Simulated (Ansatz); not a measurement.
Consider the following.

Cu$_{2}$Te:
```
Cu2Te
1.0
    5.65012     0.00000     0.00000
    0.00000     5.65012     0.00000
    0.00000     0.00000     5.65012
Cu Te
4 2
Cartesian
  4.23759   4.23759   4.23759
  4.23759   1.41253   1.41253
  1.41253   4.23759   1.41253
  1.41253   1.41253   4.23759
  0.00000   0.00000   0.00000
  2.82506   2.82506   2.82506
```

This is the PBE-relaxed structure.

All from DFT-PBE in the program Ansatz with PAW potentials, unless another level is named. Give the smallest direct gap on the standard path.

1.96 eV.

And the electron effective mass?

0.28 mₑ (isotropic).

And the conduction-band minimum?

at Γ.

Next, the weight of the conduction-edge state by species (Voronoi cells)?

Cu 79 %, Te 21 %.

And the weight of the valence-edge state by species (Voronoi cells)?

Cu 84 %, Te 16 %.

Predict the valence-band maximum.

on the Γ–R line, 46 % of the way from Γ.

Space group Pn-3m. A made-up cell: these elements were put on the sites of a structure type; neither database checked (COD, Materials Project) lists it. Whether it is the stable phase at ambient conditions was not checked. The PBE relaxation kept the symmetry of its start; whether a distortion lowers the energy is not shown. The run is not spin-polarised. Scalar-relativistic: spin–orbit coupling is off unless named, which matters more the heavier the elements.

Potentials: the later of the program's two PAW sets.
